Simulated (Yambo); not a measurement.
```
CELL_PARAMETERS angstrom
      0.00000     2.18399     2.18399
      2.18399     0.00000     2.18399
      2.18399     2.18399     0.00000
ATOMIC_POSITIONS crystal
  N  0.25000 0.25000 0.25000
  Al 0.00000 0.00000 0.00000
```

AlN (zinc blende, space group F-43m, No. 216): mean Im ε in 1 eV windows above the direct gap of 5.64 eV, for different electron-hole kernels (Yambo, broadening 0.15 eV, norm-conserving PBE (Quantum ESPRESSO, 84 Ry, scalar-relativistic) bands; 10×10×10 mesh, 3 valence and 1 conduction bands, static screening with 10 bands and a 4 Ry block, scissor 1.45 eV, Tamm-Dancoff; field along x).

```tsv
window (eV)	independent quasiparticles	RPA (no attraction)	BSE
5.6 to 6.6	0.9	0.8	5.5
6.6 to 7.6	2.8	2.2	7.1
7.6 to 8.6	5.8	4.9	5.3
8.6 to 9.6	7.2	7.1	3.4
9.6 to 10.6	4.3	4.9	1.3
```

This run doesn't resolve bound excitons or single peaks, so only averages are given, and they too depend on the mesh; weight that the attraction moves below the gap isn't listed. All transitions below 10.92 eV are in the band window. The scissor comes from a G0W0 run whose convergence isn't established.

Geometry of the Materials Project entry, not relaxed at this level.

This is not the ordinary phase of the substance; no match was found in the copy of COD used, and its stability was not checked.
